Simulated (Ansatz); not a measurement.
GaIr:
```
CELL_PARAMETERS angstrom
      2.99789     0.00000     0.00000
      0.00000     2.99789     0.00000
      0.00000     0.00000     2.99789
ATOMIC_POSITIONS crystal
  Ga 0.00000 0.00000 0.00000
  Ir 0.50000 0.50000 0.50000
```

Relaxed with LDA. Special points in fractions of this cell's reciprocal vectors: Γ (0.000, 0.000, 0.000); X (0.000, 0.500, 0.000); M (0.500, 0.500, 0.000); R (0.500, 0.500, 0.500).

Question: List the band energies nearest the Fermi level at these points for LDA in the plane-wave PAW code Ansatz.

Answer: In eV from the Fermi level; about four levels below and three above (degenerate sets whole), none deeper than 8.9 eV; points with the same levels are listed once.

```tsv
k	below	above
Γ	-5.34 -5.34 -1.51 -1.51 -1.51	3.74 3.74 3.74
X	-5.01 -3.76 -3.76 -1.46	0.23 8.63 10.99 11.00 11.00
M	-3.54 -3.54 -2.71 -2.71 -0.22	2.89 3.53 8.19
R	-6.88 -6.88 -6.88 -1.87 -0.11 -0.11	3.51 3.51 3.51
```

Space group Pm-3m (CsCl type). The workflow started from a Materials Project entry (that database holds measured and hypothetical structures alike); the Crystallography Open Database files this formula in space group No. 221, but the cells were not matched. Whether it is the stable phase at ambient conditions was not checked. The cell was relaxed with LDA under the symmetry of its start; of distortions, only those at the zone centre were tested. No spin polarisation was allowed. Spin–orbit coupling is left out wherever it is not named.

Potentials: the later of the program's two PAW sets.
